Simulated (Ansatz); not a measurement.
## RbSb4F13: Electric field gradients

The cell is a COD entry, ions relaxed with PBE at fixed cell.

```cif
data_RbSb4F13
_symmetry_space_group_name_H-M 'I4/m'
_symmetry_Int_Tables_number 87
_cell_length_a 9.6350
_cell_length_b 9.6350
_cell_length_c 6.5630
_cell_angle_alpha 90.000
_cell_angle_beta 90.000
_cell_angle_gamma 90.000
loop_
_atom_site_label
_atom_site_type_symbol
_atom_site_symmetry_multiplicity
_atom_site_Wyckoff_symbol
_atom_site_fract_x
_atom_site_fract_y
_atom_site_fract_z
Rb Rb 2 b 0.0000 0.0000 0.5000
Sb Sb 8 h 0.2771 0.9937 0.0000
F6 F 2 a 0.0000 0.0000 0.0000
F7 F 8 h 0.3766 0.9386 0.5000
F11 F 16 i 0.1126 0.7918 0.7780
```

One atom of each set is listed; the run and its k-mesh use a cell of 18 atoms with edges of 7.56, 7.56, 7.56 Å.

Level of theory: DFT, PBE, plane waves and PAW, scalar-relativistic, 420 eV cutoff, Γ-centred 5×5×5 k-points, Fermi–Dirac smearing 0.02 eV (Ansatz 0.2.0).

C_Q = eQV_zz/h, which is 24.18 MHz for Q = 1 b and V_zz = 10²¹ V/m²; η = (V_xx − V_yy)/V_zz.

Rb-87: I = 3/2, Q = 133.5 mb; ¹²³Sb: I = 7/2, Q = -692.0 mb. Quadrupole moments are those of Pyykkö's year-2017 table.

```tsv
site	atoms	first shell	V_xx, V_yy, V_zz (10²¹ V/m²)	η	C_Q (MHz)
Rb	1	14 F at 2.92–3.68 Å	1.10, 1.10, -2.19	0.00	-7.07
Sb	4	3 F at 1.97–2.00 Å	13.40, 18.31, -31.7	0.15	531
F6	1	4 Sb at 2.67 Å; also 2 Rb at 3.28 Å	3.79, 3.79, -7.58	0.00	–
F7	4	1 Sb at 2.00 Å	-4.10, -6.51, 10.60	0.23	–
F11	8	1 Sb at 1.97 Å; also 1 Sb at 2.90 Å, 1 Rb at 2.92 Å	-4.34, -7.35, 11.69	0.26	–
```

An axis of threefold or higher order runs through Rb and F6, so V_zz lies along it and η is zero. At F7 and F11 V_zz points along its bond to Sb (within 1°) in each case. At Sb V_zz stands upright on the plane through its three neighbours (within 1°).

F has no stable isotope with a ground-state quadrupole moment in the table, so no C_Q is given.

Without spin–orbit coupling (the program notes it for Rb and Sb) the gradients are little affected as a rule: paired runs on crystals with a gap mostly move them by under 2 % at such atoms. With these PAW files V_zz is typically within 2 to 3 % of all-electron values, but misses above 10 % occur on Sb. The database positions were far from equilibrium, so the relaxed structure may not be the compound's real one.

The relaxation (7 steps) took 1.9 min of wall time (1.9 min of CPU time) and 0.93 GiB at its peak, on 1 thread of Intel Xeon 6975P-C (Granite Rapids) (x86_64; 32 cores open to the job, memory cap 3.0 GiB, no GPU), a shared host with a load of 0.2 a core.
